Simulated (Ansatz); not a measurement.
Method: DFT PBE, scalar-relativistic, plane waves, PAW (Ansatz). All cells share a 420 eV cutoff and Γ-centred k meshes spaced at most about 0.3 Å⁻¹ (about 0.25 or finer for metals, 2π included). Collinear spin in cells that started with moments and kept them past the coarse steps, no spin elsewhere.

All energies are static (0 K, no zero-point motion).

Compare these two cells of AlOsC6N6, each relaxed at this level.

1. (site moments Os 0.4 μB)

```
CELL_PARAMETERS angstrom
0.00000 5.16586 5.16586
5.16586 0.00000 5.16586
5.16586 5.16586 0.00000
ATOMIC_POSITIONS crystal
Al 0.50000 0.50000 0.50000
Os 0.00000 0.00000 0.00000
C 0.80357 0.19643 0.19643
C 0.19643 0.80357 0.19643
C 0.19643 0.19643 0.80357
C 0.19643 0.80357 0.80357
C 0.80357 0.19643 0.80357
C 0.80357 0.80357 0.19643
N 0.69047 0.30953 0.30953
N 0.30953 0.69047 0.30953
N 0.30953 0.30953 0.69047
N 0.30953 0.69047 0.69047
N 0.69047 0.30953 0.69047
N 0.69047 0.69047 0.30953
```

2. (site moments Os 0.4 μB)

```
CELL_PARAMETERS angstrom
0.00000 5.24376 5.24376
5.24376 0.00000 5.24376
5.24376 5.24376 0.00000
ATOMIC_POSITIONS crystal
Al 0.00000 0.00000 0.00000
Os 0.50000 0.50000 0.50000
C 0.80154 0.19846 0.19846
C 0.19846 0.80154 0.19846
C 0.19846 0.19846 0.80154
C 0.19846 0.80154 0.80154
C 0.80154 0.19846 0.80154
C 0.80154 0.80154 0.19846
N 0.69012 0.30988 0.30988
N 0.30988 0.69012 0.30988
N 0.30988 0.30988 0.69012
N 0.30988 0.69012 0.69012
N 0.69012 0.30988 0.69012
N 0.69012 0.69012 0.30988
```

Task: Which arrangement of the elements on these sites is preferred, and by what margin?

Result: Cell 1 is lower, by 259 meV/atom. The two share one framework of sites and differ in which element sits where. Cell 1 has space group Fm-3m (No. 225), 19.7 Å³/atom and no gap on its mesh; cell 2 has space group Fm-3m (No. 225), 20.6 Å³/atom and no gap. The shortest distance is 1.17 Å (C–N) in cell 1 and 1.17 Å (C–N) in cell 2. The denser one is the lower, and pressure would at first widen the difference. Even the lower one lies +0.05 eV/atom against the reference forms of the elements (uncorrected), a margin that errors in the energy of the gaseous reference can exceed. In cell 1, around Al lie 6 N at 1.97 Å; Os has 6 C at 2.03 Å; around C lie 1 N at 1.17 Å and 1 Os at 2.03 Å; N has 1 C at 1.17 Å and 1 Al at 1.97 Å. In cell 2, Al is surrounded by 6 C at 2.08 Å; Os is surrounded by 6 N at 1.99 Å; C has 1 N at 1.17 Å and 1 Al at 2.08 Å; N has 1 C at 1.17 Å and 1 Os at 1.99 Å. Both come from invented guesses.

Spin–orbit coupling, which can matter for Os, is left out. The magnetic state reached may not be the lowest. Cells relaxed within their symmetry can be saddle points.
